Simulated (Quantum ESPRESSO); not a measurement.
# Planted mistakes on one cell of WHf2O6F2

The results below are calculated, not measured. They come from pw.x of Quantum ESPRESSO 7.5, a plane-wave density functional program, with PseudoDojo standard norm-conserving files (v0.5 for PBE, v0.4.1 for LDA and PBEsol). The cells are made up: elements, strain and atom displacements were drawn at random, and nothing was relaxed. There is no spin polarisation, spin-orbit coupling or dispersion term.

The hafnium file is less sure than the others, with forces about 3 percent (worst 6) and pressure in oxides about 1.5 GPa (worst 2.7) from a second method in checks, which no rerun with the same files tests.

The cell has 12 sites of a rutile lattice (two cells along c). Sites 1 to 4 hold W Hf Hf empty; sites 5 to 12 hold O F O O F O O O. Cell vectors in Å: (4.872, -0.037, 0.081); (-0.037, 4.913, -0.007); (0.107, -0.009, 6.562). Settings: PBE, cutoff 1143 eV, 5 x 5 x 4 k mesh shifted by half a step, Fermi-Dirac smearing of 0.025 eV.

The intended run has a self-consistency threshold of 1e-07 eV, a smearing term of 0.000 eV, a pressure of -15.77 GPa and 21 iterations. Each further run changes one thing: all lengths scaled by 1.0197; atoms of sites 1 and 3 exchanged; cutoff 589 eV; files of PBEsol; k mesh 1 x 1 x 1; one electron added; smearing 0.5 eV; threshold 0.05 eV. A coarse mesh keeps the shift, and a charged cell sits in a uniform background.

```
run,change of free energy (eV),smearing term -TS (eV),change of P (GPa),largest change of a force component (eV/Å),iterations
A,0.388,0.000,0.87,0.530,19
B,0.564,0.000,0.54,6.721,19
C,7.818,-0.009,15.49,1.512,17
D,1.114,0.000,-5.87,0.643,21
E,15.497,0.000,-59.73,0.167,18
F,0.034,0.000,-1.32,0.095,8
G,-0.872,-2.253,2.52,1.124,18
H,16.416,0.000,-5.01,0.237,21
```

A rerun of the intended cell at 1437 eV and k mesh 7 x 7 x 6 moved values by no more than 0.005 eV in the cell's energy, 0.03 GPa in stress and 0.004 eV/Å in force.

Question: which change belongs to which run?

## Worked reading

Run F has the fewest iterations, as a run stopped early does. Run G has the largest smearing term, as wide smearing gives. Run E has a higher energy and the largest fall in pressure, as too small a basis gives. Run D changes the volume by a factor of 1.0603; minus its pressure change over the logarithm of that factor, 100 GPa, is a rough bulk modulus with clamped atoms. Energies from files of another functional, or of a charged cell, have another zero and say nothing on stability; the pressure of a charged cell rests on the program's zero of potential too.

## Key

```
run                            change
  A                  k mesh 1 x 1 x 1
  B  atoms of sites 1 and 3 exchanged
  C                one electron added
  D      all lengths scaled by 1.0197
  E                     cutoff 589 eV
  F                 threshold 0.05 eV
  G                   smearing 0.5 eV
  H                   files of PBEsol
```